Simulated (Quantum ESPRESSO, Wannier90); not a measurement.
Tight-binding from DFT: HgTe (zinc blende)

```xyz
2
Lattice="0.0000 3.2900 3.2900 3.2900 0.0000 3.2900 3.2900 3.2900 0.0000" Properties=species:S:1:pos:R:3 pbc="T T T"
Hg     0.0000     0.0000     0.0000
Te    -1.6450    -1.6450    -1.6450
```

Structure: Materials Project mp-2730, symmetrised, not relaxed again. COD (Crystallography Open Database) has the formula in 2 space groups, this one among them (matched by group alone). Computed values, not measurements, from PBEsol: Quantum ESPRESSO (norm-conserving PseudoDojo potentials, cutoff 64 Ry, spinors with spin-orbit coupling) on a Γ-centred 6×6×6 mesh, then Wannier90. Density: 8×8×8 mesh, cold smearing 0.01 Ry. With spin-orbit coupling a semilocal functional can close or falsely invert a small gap; the band order was not checked against a better method.

A tight-binding model is made by disentanglement and projection with no localisation steps (num_iter = 0), so the 26 orbitals stay atom-like: hydrogen-like Hg: s;p;d; Te: s;p, axes along x, y, z; frozen window up to 1.50 eV relative to the Fermi level. It follows pw.x to 3.3 meV rms for states up to 1.0 eV relative to the Fermi level. Matrix elements depend on this choice of orbitals and windows.

The 20 largest hoppings ⟨m,0|H|n,R⟩ between different sites (one of each Hermitian pair; signs follow the real orbitals' lobes; the list may end inside a set of equal values):

| m | n | R | distance of the centres (Å) | t (eV) | Im t (eV) |
|---|---|---|---|---|---|
| Te2 px↑ | Hg1 py↑ | 0 0 0 | 2.85 | 1.133 | 0.037 |
| Te2 px↓ | Hg1 py↓ | 0 0 0 | 2.85 | 1.133 | -0.037 |
| Te2 py↑ | Hg1 px↑ | 0 0 0 | 2.85 | 1.133 | -0.037 |
| Te2 py↓ | Hg1 px↓ | 0 0 0 | 2.85 | 1.133 | 0.037 |
| Hg1 px↑ | Te2 py↑ | 0 0 1 | 2.85 | 1.133 | 0.037 |
| Hg1 px↓ | Te2 py↓ | 0 0 1 | 2.85 | 1.133 | -0.037 |
| Hg1 py↑ | Te2 px↑ | 0 0 1 | 2.85 | 1.133 | -0.037 |
| Hg1 py↓ | Te2 px↓ | 0 0 1 | 2.85 | 1.133 | 0.037 |
| Hg1 px↑ | Te2 py↑ | 0 1 0 | 2.85 | -1.133 | 0.037 |
| Hg1 px↓ | Te2 py↓ | 0 1 0 | 2.85 | -1.133 | -0.037 |
| Hg1 py↑ | Te2 px↑ | 0 1 0 | 2.85 | -1.133 | -0.037 |
| Hg1 py↓ | Te2 px↓ | 0 1 0 | 2.85 | -1.133 | 0.037 |
| Hg1 px↑ | Te2 py↑ | 1 0 0 | 2.85 | -1.133 | 0.037 |
| Hg1 px↓ | Te2 py↓ | 1 0 0 | 2.85 | -1.133 | -0.037 |
| Hg1 py↑ | Te2 px↑ | 1 0 0 | 2.85 | -1.133 | -0.037 |
| Hg1 py↓ | Te2 px↓ | 1 0 0 | 2.85 | -1.133 | 0.037 |
| Te2 pz↑ | Hg1 px↑ | 0 0 0 | 2.85 | 1.133 | -0.018 |
| Te2 pz↑ | Hg1 py↑ | 0 0 0 | 2.85 | 1.133 | 0.018 |
| Te2 pz↓ | Hg1 px↓ | 0 0 0 | 2.85 | 1.133 | 0.018 |
| Te2 pz↓ | Hg1 py↓ | 0 0 0 | 2.85 | 1.133 | -0.018 |
